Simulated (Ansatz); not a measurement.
A geometry of SnO away from equilibrium: step 2 of the relaxation of a relaxed SnO cell, doubled along one cell vector, shaken by Gaussian noise of σ = 0.08 Å a coordinate. Computed with r2SCAN (plane waves to 500 eV, PAW, scalar-relativistic; Ansatz, a program for electronic structure). Γ-centred k-mesh 7×7×3 on the run's cell (coarser than for final values), Fermi–Dirac smearing 0.05 eV.

```xyz
8
Lattice="4.1272 0.0407 -0.0050 -2.0283 3.5639 0.0108 -0.0126 0.0241 10.4049" Properties=species:S:1:pos:R:3 pbc="T T T"
Sn    -0.0328     2.3306     1.3286
Sn    -0.0118     2.4124     6.4909
Sn     2.0146     1.2111     3.8849
Sn     2.0903     1.2271     9.1545
O      0.1315     2.4083     3.7998
O      0.0229     2.5315     9.0522
O      2.0238     1.2098     1.3733
O      1.9991     1.2265     6.6234
```

Question: Which atoms carry the largest force, and which way does it point?

Answer: 0.72 eV/Å, on O7 (atoms numbered as listed); on O7 its components are (-0.13, -0.11, 0.70).

Question: What is the pressure?

Answer: -0.3 GPa, compression positive.

Question: How far above the relaxed end point is this geometry?

Answer: 0.49 eV/atom; the path ends in P-1 (No. 2) at a tolerance of 0.01 Å, P2₁/m (No. 11) at 0.1 Å.

No spin polarisation in the result.

The end of the path is a generated cell of SnO: the first start was made by placing the elements on the sites of a structure type, and the end was not matched to a known phase here, so it may be hypothetical. Known forms of SnO include space group No. 129.
